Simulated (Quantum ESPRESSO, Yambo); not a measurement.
G0W0 results for AgI

Space group P6₃mc (No. 186); a = 4.4822 Å, b = 4.4822 Å, c = 7.3340 Å, α = 90.00°, β = 90.00°, γ = 120.00°

```tsv
atom	site	symmetry	x	y	z
Ag	2b	3m.	0.3333	0.6667	0.0027
I	2b	3m.	0.3333	0.6667	0.3772
```

Cell and atoms were relaxed with LDA from Materials Project entry mp-22894, within its symmetry.

Starting point: LDA (Quantum ESPRESSO, PseudoDojo norm-conserving, 86 Ry, without SOC). G0W0 in Yambo: 3×3×2 Γ-centred k mesh, bands 9 to 204 and a 7 Ry block in the screening, 204 bands in G with the Bruneval-Gonze terminator, plasmon pole fitted at 27.2 eV.

```
Property                                          Value
----------------------------------------------  -------
LDA gap along the band path                     1.09 eV
LDA gap between the mesh's edge points (Γ → Γ)  1.09 eV
G0W0 gap between the same points                2.35 eV
```

```csv
k point,band,E LDA (eV),E QP (eV),shift (eV),Z
Γ,VB,0.00,-0.72,-0.72,0.80
Γ,CB,1.09,1.63,0.54,0.82
A,VB,-0.43,-1.18,-0.74,0.79
A,CB,2.46,3.00,0.55,0.82
```

Energies count from the LDA valence-band maximum.

Nearest settings tried, and what they do to the gap: 159 bands in W, 159 bands in G: +6 meV; 6 Ry block (245 vectors against 299): -15 meV; 3×3×1 mesh: -123 meV. So the settings aren't converged at that level. The k mesh is coarse.

Without spin-orbit coupling, band edges of such heavy elements can be off by tenths of an eV.
